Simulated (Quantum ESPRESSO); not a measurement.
## NbTi2O5F3 (finding a planted mistake in a log)

Computed values, not a measurement. The program is pw.x of Quantum ESPRESSO 7.5 (plane-wave density functional theory). The cell is made up: 11 atoms on a rutile lattice with one site empty, with randomly drawn elements, strain and displacements, not relaxed. PseudoDojo standard norm-conserving files (v0.5 for PBE, v0.4.1 for LDA and PBEsol) set the functional; there is no spin polarisation, spin-orbit coupling or dispersion term, and the masses in the input are unused placeholders.

Intended input:

```
&control calculation='scf', pseudo_dir='./dojo.nc.sr.pbe.v0_5.standard.upf', outdir='./o', disk_io='low', tprnfor=.true., tstress=.true. /
&system ibrav=0, nat=11, ntyp=4, nbnd=50, ecutwfc=84.00895049, nosym=.true., tot_charge=0,
 occupations='smearing', smearing='fd', degauss=0.0018374661
/
&electrons conv_thr=7.350e-09, electron_maxstep=60, /
ATOMIC_SPECIES
F 1.0 F.upf
Nb 1.0 Nb.upf
O 1.0 O.upf
Ti 1.0 Ti.upf
CELL_PARAMETERS angstrom
4.6675 -0.0283 0.0059
-0.0283 4.6646 -0.0009
0.0075 -0.0011 5.8274
ATOMIC_POSITIONS angstrom
Nb 2.3552 2.3431 1.4668
Ti -0.0038 0.0186 2.9304
Ti 2.3589 2.2774 4.3289
O 1.4254 1.4015 0.0112
O 3.1955 3.2268 0.0093
F 3.7979 0.9074 1.4424
O 0.9071 3.7833 1.4741
O 1.4014 1.3989 2.882
F 3.2195 3.2202 2.9274
F 3.7389 0.895 4.3953
O 0.9076 3.7402 4.355
K_POINTS automatic
5 5 4 1 1 1
```

The log is shortened where brackets say so; the opening notice, blank lines, dates and the lines on written files are dropped, and the path of the files is cut. It prints rydbergs, bohrs and kilobars, and counts compression as positive stress. Where no state is partly filled, the Fermi energy that it prints is only some level between the filled and the empty states on the mesh, and need not lie in the true gap.

Log of the intended run:

```
     Program PWSCF v.7.5
     Parallel version (MPI & OpenMP), running on       4 processor cores
     Number of MPI processes:                 4
     Threads/MPI process:                     1
     [start-up lines left out]
     bravais-lattice index     =            0
     lattice parameter (alat)  =       8.8205  a.u.
     unit-cell volume          =     856.1571 (a.u.)^3
     number of atoms/cell      =           11
     number of atomic types    =            4
     number of electrons       =        88.00
     number of Kohn-Sham states=           50
     kinetic-energy cutoff     =      84.0090  Ry
     charge density cutoff     =     336.0358  Ry
     scf convergence threshold =      7.3E-09
     mixing beta               =       0.7000
     number of iterations used =            8  plain     mixing
     Exchange-correlation= PBE
                           (   1   4   3   4   0   0   0)
     [axes and pseudopotential details left out]
   Cartesian axes
     site n.     atom                  positions (alat units)
         1        Nb     tau(   1) = (   0.5045859   0.5019936   0.3142521  )
         2        Ti     tau(   2) = (  -0.0008141   0.0039849   0.6278187  )
         3        Ti     tau(   3) = (   0.5053786   0.4879178   0.9274380  )
         4        O      tau(   4) = (   0.3053825   0.3002621   0.0023995  )
         5        O      tau(   5) = (   0.6846146   0.6913204   0.0019925  )
         6        F      tau(   6) = (   0.8136748   0.1944044   0.3090246  )
         7        O      tau(   7) = (   0.1943401   0.8105469   0.3158161  )
         8        O      tau(   8) = (   0.3002406   0.2997050   0.6174493  )
         9        F      tau(   9) = (   0.6897565   0.6899064   0.6271760  )
        10        F      tau(  10) = (   0.8010344   0.1917478   0.9416638  )
        11        O      tau(  11) = (   0.1944473   0.8013130   0.9330298  )
     number of k points=    50  Fermi-Dirac smearing, width (Ry)=  0.0018
                       cart. coord. in units 2pi/alat
        k(    1) = (   0.1004860   0.1006930   0.1000113), wk =   0.0400000
        k(    2) = (   0.1002331   0.1007301   0.3002549), wk =   0.0400000
     [further k points left out]
     Dense  grid:    89073 G-vectors     FFT dimensions: (  54,  54,  72)
     Estimated max dynamical RAM per process >     245.79 MB
     Estimated total dynamical RAM >     917.90 MB
     Initial potential from superposition of free atoms
     starting charge      87.9945, renormalised to      88.0000
     Starting wfcs are   62 randomized atomic wfcs
     total cpu time spent up to now is        5.1 secs
     per-process dynamical memory:   197.2 Mb
     Self-consistent Calculation
     iteration #  1     ecut=    84.01 Ry     beta= 0.70
     Davidson diagonalization with overlap
     ethr =  1.00E-02,  avg # of iterations =  2.0
     total cpu time spent up to now is       13.8 secs
     total energy              =    -672.79449600 Ry
     estimated scf accuracy    <       5.70436671 Ry
     iteration #  2     ecut=    84.01 Ry     beta= 0.70
     Davidson diagonalization with overlap
     ethr =  6.48E-03,  avg # of iterations =  8.8
     total cpu time spent up to now is       30.8 secs
     total energy              =    -665.02047087 Ry
     estimated scf accuracy    <     101.69591148 Ry
     [iterations 3 to 17 left out]
     iteration # 18     ecut=    84.01 Ry     beta= 0.70
     Davidson diagonalization with overlap
     ethr =  6.45E-11,  avg # of iterations =  5.0
     total cpu time spent up to now is      198.5 secs
     total energy              =    -676.08892867 Ry
     estimated scf accuracy    <       0.00000002 Ry
     iteration # 19     ecut=    84.01 Ry     beta= 0.70
     Davidson diagonalization with overlap
     ethr =  1.94E-11,  avg # of iterations =  4.0
     total cpu time spent up to now is      208.6 secs
     End of self-consistent calculation
     [lines on levels left out]
     the Fermi energy is     8.3888 ev
!    total energy              =    -676.08892867 Ry
     estimated scf accuracy    <          5.9E-09 Ry
     smearing contrib. (-TS)   =      -0.00000000 Ry
     internal energy E=F+TS    =    -676.08892867 Ry
     The total energy is F=E-TS. E is the sum of the following terms:
     one-electron contribution =    -271.58424412 Ry
     hartree contribution      =     178.72143603 Ry
     xc contribution           =    -135.71845583 Ry
     ewald contribution        =    -447.50766475 Ry
     convergence has been achieved in  19 iterations
     Forces acting on atoms (cartesian axes, Ry/au):
     atom    1 type  2   force =    -0.19911454    0.01750210   -0.40723504
     atom    2 type  4   force =     0.24161980   -0.09227638    0.03412403
     atom    3 type  4   force =    -0.17825021    0.01780941    0.33035731
     atom    4 type  3   force =     0.07206156    0.05299568   -0.00365849
     atom    5 type  3   force =    -0.01028786   -0.03567738   -0.01413468
     atom    6 type  1   force =    -0.01538413    0.00877282    0.02666937
     atom    7 type  3   force =     0.01411706   -0.03191754    0.10091998
     atom    8 type  3   force =    -0.00872681   -0.02097639    0.03491627
     atom    9 type  1   force =     0.09271256    0.08521501    0.04878497
     atom   10 type  1   force =    -0.01411768    0.01440338   -0.03193280
     atom   11 type  3   force =     0.00537026   -0.01585070   -0.11881093
     Total force =     0.687674     Total SCF correction =     0.000243
     Computing stress (Cartesian axis) and pressure
          total   stress  (Ry/bohr**3)                   (kbar)     P=       48.15
   0.00019333   0.00069523   0.00000235           28.44      102.27        0.35
   0.00069523   0.00039254   0.00002594          102.27       57.74        3.82
   0.00000235   0.00002594   0.00039599            0.35        3.82       58.25
     init_run     :      4.85s CPU      5.01s WALL (       1 calls)
     electrons    :    202.57s CPU    203.47s WALL (       1 calls)
     forces       :      1.81s CPU      1.83s WALL (       1 calls)
     stress       :      6.14s CPU      6.14s WALL (       1 calls)
     [timing details left out]
     PWSCF        :   3m35.59s CPU   3m36.75s WALL
     JOB DONE.
```

A second run was made from an input with one planted mistake. Its log:

```
     Program PWSCF v.7.5
     Parallel version (MPI & OpenMP), running on       4 processor cores
     Number of MPI processes:                 4
     Threads/MPI process:                     1
     [start-up lines left out]
     bravais-lattice index     =            0
     lattice parameter (alat)  =       8.8205  a.u.
     unit-cell volume          =     856.1571 (a.u.)^3
     number of atoms/cell      =           11
     number of atomic types    =            4
     number of electrons       =        88.00
     number of Kohn-Sham states=           50
     kinetic-energy cutoff     =      51.6695  Ry
     charge density cutoff     =     206.6782  Ry
     scf convergence threshold =      7.3E-09
     mixing beta               =       0.7000
     number of iterations used =            8  plain     mixing
     Exchange-correlation= PBE
                           (   1   4   3   4   0   0   0)
     [axes and pseudopotential details left out]
   Cartesian axes
     site n.     atom                  positions (alat units)
         1        Nb     tau(   1) = (   0.5045859   0.5019936   0.3142521  )
         2        Ti     tau(   2) = (  -0.0008141   0.0039849   0.6278187  )
         3        Ti     tau(   3) = (   0.5053786   0.4879178   0.9274380  )
         4        O      tau(   4) = (   0.3053825   0.3002621   0.0023995  )
         5        O      tau(   5) = (   0.6846146   0.6913204   0.0019925  )
         6        F      tau(   6) = (   0.8136748   0.1944044   0.3090246  )
         7        O      tau(   7) = (   0.1943401   0.8105469   0.3158161  )
         8        O      tau(   8) = (   0.3002406   0.2997050   0.6174493  )
         9        F      tau(   9) = (   0.6897565   0.6899064   0.6271760  )
        10        F      tau(  10) = (   0.8010344   0.1917478   0.9416638  )
        11        O      tau(  11) = (   0.1944473   0.8013130   0.9330298  )
     number of k points=    50  Fermi-Dirac smearing, width (Ry)=  0.0018
                       cart. coord. in units 2pi/alat
        k(    1) = (   0.1004860   0.1006930   0.1000113), wk =   0.0400000
        k(    2) = (   0.1002331   0.1007301   0.3002549), wk =   0.0400000
     [further k points left out]
     Dense  grid:    42983 G-vectors     FFT dimensions: (  45,  45,  54)
     Estimated max dynamical RAM per process >     121.20 MB
     Estimated total dynamical RAM >     453.33 MB
     Check: negative core charge=   -0.000111
     Initial potential from superposition of free atoms
     starting charge      87.9945, renormalised to      88.0000
     Starting wfcs are   62 randomized atomic wfcs
     total cpu time spent up to now is        2.8 secs
     per-process dynamical memory:    96.5 Mb
     Self-consistent Calculation
     iteration #  1     ecut=    51.67 Ry     beta= 0.70
     Davidson diagonalization with overlap
     ethr =  1.00E-02,  avg # of iterations =  2.0
     total cpu time spent up to now is        7.3 secs
     total energy              =    -672.52351216 Ry
     estimated scf accuracy    <       5.43503214 Ry
     iteration #  2     ecut=    51.67 Ry     beta= 0.70
     Davidson diagonalization with overlap
     ethr =  6.18E-03,  avg # of iterations =  8.7
     total cpu time spent up to now is       16.1 secs
     total energy              =    -664.96828929 Ry
     estimated scf accuracy    <      95.78116175 Ry
     [iterations 3 to 17 left out]
     iteration # 18     ecut=    51.67 Ry     beta= 0.70
     Davidson diagonalization with overlap
     ethr =  2.38E-10,  avg # of iterations =  2.0
     total cpu time spent up to now is       97.9 secs
     total energy              =    -675.64128085 Ry
     estimated scf accuracy    <       0.00000005 Ry
     iteration # 19     ecut=    51.67 Ry     beta= 0.70
     Davidson diagonalization with overlap
     ethr =  6.07E-11,  avg # of iterations =  4.0
     total cpu time spent up to now is      102.9 secs
     End of self-consistent calculation
     [lines on levels left out]
     the Fermi energy is     8.5087 ev
!    total energy              =    -675.64128086 Ry
     estimated scf accuracy    <          6.9E-09 Ry
     smearing contrib. (-TS)   =      -0.00000000 Ry
     internal energy E=F+TS    =    -675.64128086 Ry
     The total energy is F=E-TS. E is the sum of the following terms:
     one-electron contribution =    -270.58450407 Ry
     hartree contribution      =     177.99332317 Ry
     xc contribution           =    -135.54243520 Ry
     ewald contribution        =    -447.50766476 Ry
     convergence has been achieved in  19 iterations
     Forces acting on atoms (cartesian axes, Ry/au):
     atom    1 type  2   force =    -0.20176932    0.01714283   -0.40999002
     atom    2 type  4   force =     0.24053909   -0.09270101    0.03345418
     atom    3 type  4   force =    -0.18333031    0.02235566    0.33323859
     atom    4 type  3   force =     0.07220127    0.05239200   -0.00210425
     atom    5 type  3   force =    -0.00935525   -0.03442132   -0.01378277
     atom    6 type  1   force =    -0.01561326    0.00967275    0.02637435
     atom    7 type  3   force =     0.01620096   -0.03410860    0.09935966
     atom    8 type  3   force =    -0.00908184   -0.02165143    0.03289313
     atom    9 type  1   force =     0.09472472    0.08724644    0.04866630
     atom   10 type  1   force =    -0.01433605    0.01441308   -0.03081144
     atom   11 type  3   force =     0.00981999   -0.02034040   -0.11729772
     Total force =     0.692676     Total SCF correction =     0.000234
     Computing stress (Cartesian axis) and pressure
          total   stress  (Ry/bohr**3)                   (kbar)     P=     -372.96
  -0.00267487   0.00069895   0.00000513         -393.49      102.82        0.76
   0.00069895  -0.00247012   0.00003130          102.82     -363.37        4.60
   0.00000513   0.00003130  -0.00246106            0.76        4.60     -362.03
     init_run     :      2.48s CPU      2.59s WALL (       1 calls)
     electrons    :     99.76s CPU    100.14s WALL (       1 calls)
     forces       :      0.85s CPU      0.86s WALL (       1 calls)
     stress       :      2.89s CPU      2.89s WALL (       1 calls)
     [timing details left out]
     PWSCF        :   1m46.20s CPU   1m46.74s WALL
     JOB DONE.
```

Question: what was wrong in the second input?

Answer: the plane-wave cutoff is too low. The input lines that differ, file-writing options aside:

```
- &system ibrav=0, nat=11, ntyp=4, nbnd=50, ecutwfc=84.00895049, nosym=.true., tot_charge=0,
+ &system ibrav=0, nat=11, ntyp=4, nbnd=50, ecutwfc=51.66954698, nosym=.true., tot_charge=0,
```

```
                                            intended run  run with the mistake
                          free energy (eV)     -9198.658             -9192.568
                    smearing term -TS (eV)        0.0000                0.0000
                            pressure (GPa)          4.81                -37.30
            largest force component (eV/Å)        10.470                10.541
largest change of a force component (eV/Å)                               0.131
                                iterations            19                    19
```

For scale, a rerun of the intended cell at a cutoff of 1467 eV and k mesh 7 x 7 x 6 moved values by no more than 0.004 eV in energy, 0.04 GPa in stress and 0.002 eV/Å in force.